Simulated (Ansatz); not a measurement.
Values for one crystal, relaxed and computed with r²SCAN (plane waves, PAW; program Ansatz); other levels are named.

```yaml
volume_per_atom: 28.69 Å³
band_gap: 0.60 eV (direct)
conduction_band_minimum: at T
Formation energy from the elements (no fitted shifts): -0.30 eV/atom
valence_band_maximum: at T
```

Task: Which of these materials gives this?
(A) MgS, wurtzite
(B) GaGeTe, R-3m (Ga on 6c, Ge on 6c, Te on 6c)
(C) BN, rock salt
(D) LiCl, rock salt

Result: B, GaGeTe, R-3m (Ga on 6c, Ge on 6c, Te on 6c)

The workflow started from a Materials Project entry (that database holds measured and hypothetical structures alike); the Crystallography Open Database copy checked does not list it. Its standing as an ambient phase is unchecked. Symmetry was held in the r²SCAN relaxation; whether a distortion lowers the energy is not shown. A crystal of weakly bound layers computed without a dispersion correction: the cell and the soft elastic constants depend strongly on that. The references are the lowest solids computed at this level, not always the standard phases. Scalar-relativistic: spin–orbit coupling is off unless named, which matters more the heavier the elements.

Potentials: the later of the program's two PAW sets.
